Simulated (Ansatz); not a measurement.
Relaxed Bi₂Se₃ (Bi2Te3 type, space group R-3m):

```yaml
crystal:
  lattice:
    - [2.07216, 1.19636, 9.48267]
    - [-2.07216, 1.19636, 9.48267]
    - [0.00000, -2.39272, 9.48267]
  atoms:
    - { symbol: Bi, position: [0.40087, 0.40087, 0.40087] }
    - { symbol: Bi, position: [0.59913, 0.59913, 0.59913] }
    - { symbol: Se, position: [0.00000, 0.00000, 0.00000] }
    - { symbol: Se, position: [0.21052, 0.21052, 0.21052] }
    - { symbol: Se, position: [0.78948, 0.78948, 0.78948] }
```

In this cell atom 4 (Se, nearest neighbour Bi at 2.863 Å; its periodic images, 4.1 Å or more away, move with it) is moved by s towards the nearest neighbour, unit vector (0.724, -0.418, 0.549); all other atoms and the cell stay fixed.

Level of theory: PBE-D3(BJ) (plane waves to 420 eV, PAW, scalar-relativistic; Ansatz, an electronic-structure program). k mesh 8×8×8 (Γ-centred), Fermi-Dirac smearing 0.05 eV. Energies are smeared free energies. Bi2Se3 was relaxed with its symmetry unable to fall. Spin-orbit coupling is left out, though Bi is heavy. The zero of ΔE is the undisplaced structure.

```json
[
 {"s (Å)": "-0.570", "ΔE (meV/cell)": "492"},
 {"s (Å)": "-0.456", "ΔE (meV/cell)": "341"},
 {"s (Å)": "-0.342", "ΔE (meV/cell)": "209"},
 {"s (Å)": "-0.228", "ΔE (meV/cell)": "101"},
 {"s (Å)": "-0.114", "ΔE (meV/cell)": "28"},
 {"s (Å)": "0.000", "ΔE (meV/cell)": "0"},
 {"s (Å)": "0.114", "ΔE (meV/cell)": "34"},
 {"s (Å)": "0.228", "ΔE (meV/cell)": "152"},
 {"s (Å)": "0.342", "ΔE (meV/cell)": "383"},
 {"s (Å)": "0.456", "ΔE (meV/cell)": "771"},
 {"s (Å)": "0.570", "ΔE (meV/cell)": "1381"}
]
```

### Question
What force constant k = d²E/ds² at s = 0 does the table give?

### Answer
4.7 eV/Å². It is the second difference of the nearest points, corrected with the next pair.

### Question
With k = 4.74 eV/Å² from the forces, is the well harmonic out to s = 0.570 Å?

### Answer
½ks² = 771 meV/cell against the computed 1381 meV/cell, so the well is stiffer than harmonic there.

(For displaced atoms, the force is minus the slope of the energy, and its curvature is a force constant, which sets phonon frequencies.)
